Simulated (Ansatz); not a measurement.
This Mg₅ZnS₆ structure is the end of a relaxation. The cell was found from a structure generator's guess, not taken from experiment.

Level of theory: Ansatz 0.2.0, DFT PBE, scalar-relativistic, plane waves, PAW. Cutoff 420 eV, Γ-centred mesh, Gaussian smearing, no spin polarisation.

```xyz
12
Lattice="6.9595 0.0000 0.0000 -3.4798 6.0271 0.0000 0.0000 0.0000 6.4699" Properties=species:S:1:pos:R:3 pbc="T T T"
Mg   -2.3308    4.0371    0.0156
Mg    4.6617    0.0000    0.0156
Mg    1.1489    1.9900    0.0156
Mg    0.0000    4.0181    3.2540
Mg    3.4798    2.0090    3.2540
Zn    0.0000    0.0000    3.2622
S    -2.3554    4.0797    2.4888
S     4.7108    0.0000    2.4888
S     1.1243    1.9474    2.4888
S     0.0000    4.0181    5.7211
S     0.0000    0.0000    5.6296
S     3.4798    2.0090    5.7211
```

The zero of energy is the elements' standard structures at the same level; no fitted shifts are applied.

Task: What space group does it have?

Result: P31m (No. 157), with Mg and Zn ordered on wurtzite sites. Conventional cell: a = 6.960 Å, c = 6.470 Å. Mg on a site of symmetry m is surrounded by 4 S at 2.45–2.47 Å; Mg on a site of symmetry 3 is surrounded by 4 S at 2.47–2.48 Å; around Zn lie 4 S at 2.37–2.38 Å; around S on a site of symmetry m lie 1 Zn at 2.38 Å and 3 Mg at 2.47–2.48 Å; 2 more sites not described.

Task: How far does it lie from the elements in energy?

Result: −1.331 eV/atom. It lies below the elements, which doesn't yet make it stable against other compounds or structures.

Task: Is it a metal?

Result: No, the gap on the 6×6×4 mesh is 3.14 eV.

The last run used a 6×6×4 mesh (in the run's order of axes) for its 12-atom cell and Gaussian smearing of 0.02 eV. Kohn–Sham gaps at this level usually fall short of measured ones. The reference form of S is held partly by dispersion forces, which this level lacks. A later test with randomly moved atoms came back to the same energy, though modes that don't fit the test's cell weren't probed.
